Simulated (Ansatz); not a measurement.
GaSb (zinc blende)

```cif
data_Ga4Sb4
_chemical_formula_sum 'Sb4 Ga4'
_space_group_name_H-M_alt 'F-43m'
_space_group_IT_number 216
_space_group_name_Hall 'F -4 2 3'
_cell_length_a 6.11138
_cell_length_b 6.11138
_cell_length_c 6.11138
_cell_angle_alpha 90.000
_cell_angle_beta 90.000
_cell_angle_gamma 90.000
loop_
_atom_site_label
_atom_site_type_symbol
_atom_site_symmetry_multiplicity
_atom_site_Wyckoff_symbol
_atom_site_fract_x
_atom_site_fract_y
_atom_site_fract_z
_atom_site_occupancy
Sb1 Sb 4 d 0.75000 0.75000 0.75000 1
Ga1 Ga 4 a 0.00000 0.00000 0.00000 1
```
(The calculation used a cell of 2 atoms; values per cell refer to that cell.)

Equation-of-state scan: isotropic scaling of the cell above, V₀ being its volume. Symmetry pins the atoms to their sites.

All values below come from PBEsol (plane waves to 420 eV, PAW, scalar-relativistic; Ansatz, a quantum-chemistry and plane-wave program). k mesh 14×14×14 (Γ-centred), Fermi-Dirac smearing 0.05 eV. Energies are smeared free energies. At this level the bands of GaSb touch or barely overlap; measurements give the solid a gap. GaSb was relaxed with its symmetry unable to fall. Spin-orbit coupling is left out, though Sb is heavy. The zero of ΔE is the relaxed starting cell. The last digit holds for this mesh only.

```json
[
 {"V (Å³/atom)": "26.820", "ΔE (meV/atom)": "18.6"},
 {"V (Å³/atom)": "27.248", "ΔE (meV/atom)": "10.1"},
 {"V (Å³/atom)": "27.676", "ΔE (meV/atom)": "4.4"},
 {"V (Å³/atom)": "28.104", "ΔE (meV/atom)": "1.1"},
 {"V (Å³/atom)": "28.532", "ΔE (meV/atom)": "0.0"},
 {"V (Å³/atom)": "28.960", "ΔE (meV/atom)": "1.0"},
 {"V (Å³/atom)": "29.388", "ΔE (meV/atom)": "3.9"},
 {"V (Å³/atom)": "29.816", "ΔE (meV/atom)": "8.6"},
 {"V (Å³/atom)": "30.244", "ΔE (meV/atom)": "14.8"}
]
```

Problem. What is the fitted pressure derivative B₀′?

Solution. 4.7.

Problem. What bulk modulus B₀ follows from a third-order Birch-Murnaghan fit?

Solution. 51.6 GPa.

(Under strain, the slope of the energy per volume gives the stress and its curvature an elastic modulus.)
